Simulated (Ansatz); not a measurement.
PbSe (rock salt)

```yaml
crystal:
  lattice:
    - [0.00000, 3.05077, 3.05077]
    - [3.05077, 0.00000, 3.05077]
    - [3.05077, 3.05077, 0.00000]
  atoms:
    - { symbol: Se, position: [0.00000, 0.00000, 0.00000] }
    - { symbol: Pb, position: [0.50000, 0.50000, 0.50000] }
```

The slice is a {110} plane (indices of the conventional cell) through the point (0.000, 0.000, 0.000) (fractional), spanned by u = [100] and v = [1 -1 -1] in vectors of this cell: u (4.31 Å) and v (6.10 Å, at 90° to u). It covers one period; positions are fractions (u, v).

Level of theory: PBEsol (plane waves to 420 eV, PAW, scalar-relativistic; Ansatz, an electronic-structure program). k mesh 9×9×9. These are valence fields of a PAW run, semicore shells included where kept as valence: close to a nucleus they are smooth pseudo fields. PbSe was relaxed with its symmetry unable to fall. Spin-orbit coupling is left out, though Pb is heavy. The PAW data are Ansatz's earlier set.

Task: Sketch the electrostatic potential energy of an electron, from the cell's mean on this plane as a map.

Result: 
```
|xxxxxxxx**%%@@@@@@%%**xxxxxx|
|xxxxxx::##@@@@@@@@@@##::xxxx|
|xxxx..**%%@@@@@@@@@@%%**..xx|
|==++##%%@@@@@@@@@@@@@@%%##++|
|++**##%%@@@@@@@@@@@@@@%%##**|
|  ..--**%%@@@@@@@@@@%%**--..|
|xxxx  ::**%%@@@@@@%%**::  xx|
|xxxxxx  --##@@@@@@##--  xxxx|
|xxxxxxxx..**%%@@%%**..xxxxxx|
|xxxxxxxx  **%%@@%%**  xxxxxx|
|xxxxxxxx..**%%@@%%**..xxxxxx|
|xxxxxx  --##@@@@@@##--  xxxx|
|xxxx  ::**%%@@@@@@%%**::  xx|
|  ..--**%%@@@@@@@@@@%%**--..|
|++**##%%@@@@@@@@@@@@@@%%##**|
|==++##%%@@@@@@@@@@@@@@%%##++|
|xxxx..**%%@@@@@@@@@@%%**..xx|
|xxxxxx::##@@@@@@@@@@##::xxxx|
|xxxxxxxx**%%@@@@@@%%**xxxxxx|
|xxxxxxxx++%%@@@@@@%%++xxxxxx|
```
Scale: ten equal steps from -2.00 (start of ' ') to 6.92 (end of '@'), in the order ' .:-=+*#%@'. Values: electrostatic potential energy of an electron, from the cell's mean, in eV. The map has 14 points along u (two characters each, u = 0 at the left) and 20 along v (v = 0 in the bottom row). Points within 1 Å of a nucleus are blanked (x), as the pseudised field means little there. Values under -2 eV are set to -2. The zero, the cell's mean, hangs on the PAW cores.
